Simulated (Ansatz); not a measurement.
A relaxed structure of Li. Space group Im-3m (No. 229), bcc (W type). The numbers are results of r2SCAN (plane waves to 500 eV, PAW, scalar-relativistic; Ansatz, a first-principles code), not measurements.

```cif
data_Li2
_chemical_formula_sum 'Li2'
_space_group_name_H-M_alt 'Im-3m'
_space_group_IT_number 229
_space_group_name_Hall '-I 4 2 3'
_cell_length_a 3.47618
_cell_length_b 3.47618
_cell_length_c 3.47618
_cell_angle_alpha 90.000
_cell_angle_beta 90.000
_cell_angle_gamma 90.000
loop_
_atom_site_label
_atom_site_type_symbol
_atom_site_symmetry_multiplicity
_atom_site_Wyckoff_symbol
_atom_site_fract_x
_atom_site_fract_y
_atom_site_fract_z
_atom_site_occupancy
Li1 Li 2 a 0.00000 0.00000 0.00000 1
```
(The calculation used a cell of 1 atom; values per cell refer to that cell.)

| Quantity | Result |
|---|---|
| Volume per atom | 21.00 Å³ |
| Density | 0.55 g/cm³ |
| Band gap | zero (metallic) |
| Shortest distances | Li–Li 3.01 Å |
| k-mesh | 19×19×19 |

No spin polarisation in the result.

The run could not lose the symmetry of its start.

It was reached from a disturbed copy of a Fd-3m (No. 227) cell (diamond type), against which it lies -0.52 eV/atom.
